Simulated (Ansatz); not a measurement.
# Field gradients of SiO₂ from run to run

Cell of run 1: a COD entry (listed for 0.7 GPa), taken as it stands.

```cif
data_SiO2
_symmetry_space_group_name_H-M 'P4_12_12'
_symmetry_Int_Tables_number 92
_cell_length_a 4.9028
_cell_length_b 4.9028
_cell_length_c 6.7782
_cell_angle_alpha 90.000
_cell_angle_beta 90.000
_cell_angle_gamma 90.000
loop_
_atom_site_label
_atom_site_type_symbol
_atom_site_symmetry_multiplicity
_atom_site_Wyckoff_symbol
_atom_site_fract_x
_atom_site_fract_y
_atom_site_fract_z
Si Si 4 a 0.3086 0.3086 0.0000
O O 8 b 0.2364 0.1198 0.1870
```

One atom of each set is listed.

Relaxed positions (PBE, cell held):

Si (0.3126, 0.3126, 0.0000)
O (0.2334, 0.1310, 0.1924)

All runs are DFT with Ansatz 0.2.0 (plane waves and PAW, scalar-relativistic unless spin–orbit coupling is named, Γ-centred meshes, Fermi–Dirac smearing where given) in this cell.

Run 1: PBE, gradients read without the response of the cores, atoms as given; 420 eV, 5×5×4 k-points, smearing 0.02 eV.
Run 2: PBE, gradients read without the response of the cores, atoms relaxed; 420 eV, 5×5×4 k-points, smearing 0.02 eV.
Run 3: r2SCAN, gradients read without the response of the cores, at the relaxed atoms; 500 eV, 5×5×4 k-points, smearing 0.02 eV.

(1) What does each run give, and what moves the gradients most?

## Answers

(1) 

```tsv
run	Si V_zz (η)	O V_zz (η)
1	-0.59 (0.85)	9.10 (0.19)
2	-0.42 (0.84)	9.43 (0.24)
3	-0.42 (0.79)	9.35 (0.24)
```

V_zz in 10²¹ V/m². Against run 1, the gradient tensors on these sites move by at most 0.49 in run 2 (O), 0.42 in run 3 (O). Taken one at a time, the positions of the atoms (as given or relaxed) move the tensors on these sites by up to 0.49 (largest principal value of the change, on O), the functional (r2SCAN with its higher cutoff) by 0.09 (O).

In runs 1, 3 the atoms aren't at the calculated equilibrium (largest force 0.52, 0.34 eV/Å). The cell isn't the equilibrium one in run 1 (calculated pressure 9 GPa), and the entry's cell may itself be off.
